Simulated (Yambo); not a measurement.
# Optical response of Ti

```
CELL_PARAMETERS angstrom
      4.56737     0.00000     0.00000
     -2.28368     3.95546     0.00000
      0.00000     0.00000     2.82624
ATOMIC_POSITIONS crystal
  Ti 0.00000 0.00000 0.00000
  Ti 0.33333 0.66667 0.50000
  Ti 0.66667 0.33333 0.50000
```

Yambo, RPA with local fields on LDA bands; 9×9×12 mesh, 77 bands, 4 Ry local-field block, 0.25 eV broadening; field along z.

```csv
E (eV),Im ε,"Im ε, independent particles"
0.6,30.5,30.9
1.2,22.5,23.1
1.9,25.8,26.7
2.5,21.8,22.4
3.1,17.5,17.8
3.8,14.3,14.4
4.4,10.2,10.1
5.0,5.88,5.80
5.6,3.70,3.69
6.2,3.74,3.77
6.9,3.40,3.38
7.5,2.28,2.25
8.1,1.57,1.55
8.8,2.33,2.31
9.4,3.02,2.96
10.0,3.23,3.20
10.6,2.70,2.63
11.2,1.85,1.78
11.9,1.43,1.37
12.5,1.32,1.31
13.1,1.15,1.11
13.8,0.95,0.90
14.4,0.84,0.80
15.0,0.75,0.73
15.6,0.69,0.66
16.2,0.60,0.57
16.9,0.56,0.53
17.5,0.44,0.42
18.1,0.38,0.36
18.8,0.31,0.30
19.4,0.28,0.26
20.0,0.25,0.23
```

Only interband transitions are included: the Drude term is missing, so nothing below about 0.6 eV and no real part is shown. Structure narrower than a few tenths of an eV can come from the finite k mesh.

Geometry of the Materials Project entry, not relaxed at this level.

This is not the ordinary phase of the substance; no match was found in the copy of COD used, and its stability was not checked.
